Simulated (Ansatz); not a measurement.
## Piezoelectric response of VBiO4 in the C2 structure — Ansatz, plane waves and PAW

Space group C2 (No. 5), 6 atoms in the cell of the first input below: a = 4.681 Å, b = 4.681 Å, c = 5.245 Å, α = 62.98°, β = 62.97°, γ = 71.20°.

The structure comes from the Materials Project database of computed cells (whether it is a measured phase wasn't checked), relaxed without spin–orbit coupling to zero pressure (pressure 0.0 GPa with this functional, without spin–orbit coupling). Functional: PBEsol.

Input:

```yaml
crystal:
  lattice:
    - [4.6769482366, 0.1978965352, 0.0229953887]
    - [1.3202439678, 4.4913888234, 0.0227528077]
    - [2.2881066342, 1.7888623366, 4.3668510819]
  atoms:
    - { symbol: Bi, position: [0.9249279032, 0.0750530053, 1.0000171389] }
    - { symbol: O, position: [0.3208887912, 0.9377855646, 0.1605522769] }
    - { symbol: O, position: [0.346985296, 0.2656574866, 0.5363336967] }
    - { symbol: O, position: [0.734349872, 0.6530363565, 0.4636550805] }
    - { symbol: O, position: [0.0621882345, 0.6791352433, 0.8394463252] }
    - { symbol: V, position: [0.3606589032, 0.6393323437, 0.4999964818] }
basis:
  ecutwfc: 420
  ecutrho_ratio: 4
kpoints:
  mp_grid: { grid: [8, 8, 8] }
hamiltonian:
  xc: pbesol
scf:
  occupations: { method: fixed }
output:
  forces: true
  stress: true
  eigenvalues: true
  polarization: {}
elastic:
  mode: relaxed_ion
  stencil: two_point
```

```bash
ansatz run input.yaml --threads 8 --pin off --max-ram 15360MiB --backend cpu --events-out ev --progress --plain --runs-dir out
```

Time: 17 min on 8 threads of Arm Neoverse V2, on a shared host, peak memory 1.2 GiB.

Elastic constants with relaxed ions (GPa, engineering shears):

```tsv
	xx	yy	zz	yz	xz	xy
xx	42.8	11.6	16.8	-7.5	-1.0	5.0
yy	11.6	38.3	10.2	5.7	-1.3	4.0
zz	16.8	10.2	61.2	-12.6	-16.1	13.3
yz	-7.5	5.7	-12.6	29.1	20.4	-8.6
xz	-1.0	-1.3	-16.1	20.4	39.3	-13.2
xy	5.0	4.0	13.3	-8.6	-13.2	16.3
```

Proper piezoelectric stress tensor e (C/m²):

```tsv
	xx	yy	zz	yz	xz	xy
x	1.477	0.081	0.794	-0.181	-0.245	-0.117
y	-0.475	-1.514	-1.016	0.245	0.303	-0.199
z	0.253	-0.256	0.000	-0.817	0.640	-0.064
```

Signs follow the polarity of the cell as typed: the inverted crystal has all signs reversed.

Problem. Which piezoelectric strain constant d is largest in size (symmetry may tie others with it)?

Solution. d = e C⁻¹ gives d(z; yz) = -66.3 pC/N.

|  | xx | yy | zz | yz | xz | xy |
| --- | --- | --- | --- | --- | --- | --- |
| x | 40.3 | -11.9 | 8.5 | 15.1 | -20.8 | -32.4 |
| y | 7.0 | -43.3 | -11.0 | 20.9 | -4.7 | 12.6 |
| z | -6.7 | 6.6 | 0.0 | -66.3 | 51.8 | 3.2 |

Caveats: no phonons were computed, so distortions that enlarge the cell are untested, and the real phase may be another, perhaps a centrosymmetric one without piezoelectricity; no spin-orbit coupling, which matters for these elements.
